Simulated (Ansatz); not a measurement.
## Notes on MoS2

```
Mo S
1.0
     3.19403    0.00000    0.00000
    -1.59702    2.76611    0.00000
     0.00000    0.00000   12.42346
Mo S
2 4
Direct
  0.33333 0.66667 0.25000
  0.66667 0.33333 0.75000
  0.33333 0.66667 0.62750
  0.66667 0.33333 0.12750
  0.33333 0.66667 0.87250
  0.66667 0.33333 0.37250
```

Level: r2SCAN, spin-orbit coupling; 500 eV; 9×9×2 Γ-centred mesh; methfessel-paxton occupations (width 0.0531 eV); Ansatz 0.2.0, fixed geometry.

The state carries no moments; the state need not be the lowest.

- Forces: The largest is on S3 (and as large on other atoms): 0.52 eV/Å, components (0.00, 0.00, -0.52). It makes 130° with the line to a nearest neighbour, Mo2 at 2.39 Å.
- Band edges: Within 0.7 eV of the edges, the states project mainly on Mo d (55 %) and S p (39 %) below the gap and on Mo d (70 %) and S p (24 %) above it.
- Electronic structure: The gap is 0.77 eV, indirect (the least direct gap found is 1.59 eV).
- Charges: Bader charges in e: Mo +1.33, S -0.66. In the mean Mo gives up most and S takes most.

Origin: a database entry at a rescaled volume.
